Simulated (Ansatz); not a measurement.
**Structures of BeAl2: which is lowest?**

Plane-wave DFT in Ansatz with scalar-relativistic PAW potentials, cutoff 420 eV, Γ-centred meshes chosen by cell and gap, Gaussian smearing with energies taken to zero width. Every cell was relaxed (cell and atoms) in a run of its own, within the symmetry of its start. Functional: PBE.

Relaxed structures (starts from databases or built by putting these elements on another compound's sites):
A. P6_222, 9 atoms in the computed cell, a = 6.194 Å, c = 6.675 Å; sites (symmetry × multiplicity) Be 222 × 3, Al ..2 × 6; start: built
B. Fd-3m, 6 atoms in the computed cell, a = 7.265 Å; sites (symmetry × multiplicity) Be -43m × 8, Al .-3m × 16; start: built

Q: Rank them by energy. Could pressure change the order?

A:
| structure | group | E − E(lowest) (meV/atom) | V (Å³/atom) | gap on mesh (eV) |
| --- | --- | --- | --- | --- |
| B | Fd-3m | 0.0 | 15.98 | 0.00 |
| A | P6_222 | 145 | 24.64 | 0.00 |

B is lowest, 145 meV/atom under A. The lowest is also the densest of these, so pressure wouldn't bring one of the others in at first order. Other structures may lie lower than all of these, and vibrations aren't counted.